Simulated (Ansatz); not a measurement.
SnTePbSe:
```cif
data_PbSeSnTe
_chemical_formula_sum 'Sn1 Te1 Pb1 Se1'
_space_group_name_H-M_alt 'P4/mmm'
_space_group_IT_number 123
_space_group_name_Hall '-P 4 2'
_cell_length_a 4.40436
_cell_length_b 4.40436
_cell_length_c 6.19992
_cell_angle_alpha 90.000
_cell_angle_beta 90.000
_cell_angle_gamma 90.000
loop_
_atom_site_label
_atom_site_type_symbol
_atom_site_symmetry_multiplicity
_atom_site_Wyckoff_symbol
_atom_site_fract_x
_atom_site_fract_y
_atom_site_fract_z
_atom_site_occupancy
Sn1 Sn 1 d 0.50000 0.50000 0.50000 1
Te1 Te 1 c 0.50000 0.50000 0.00000 1
Pb1 Pb 1 a 0.00000 0.00000 0.00000 1
Se1 Se 1 b 0.00000 0.00000 0.50000 1
```

This is the PBEsol-relaxed structure.

Task: All from the program Ansatz at the PBEsol level (PAW), unless another level is named. Predict the electronic character.

Result: no gap, with almost no states at the Fermi level (zero-gap or semimetallic).

Task: Predict the HSE06 gap on the PBEsol cell.

Result: 0.40 eV (a hybrid on a coarse mesh can open a false gap in a semimetal).

Task: Give the gap with spin–orbit coupling.

Result: none (metallic).

The workflow started from a Materials Project entry (that database holds measured and hypothetical structures alike); the Crystallography Open Database copy checked does not list it. Its standing as an ambient phase is unchecked. The cell was relaxed with PBEsol under the symmetry of its start. At this level the phase is dynamically unstable (imaginary phonons). Spin–orbit coupling is left out wherever it is not named.

Potentials: the later of the program's two PAW sets.
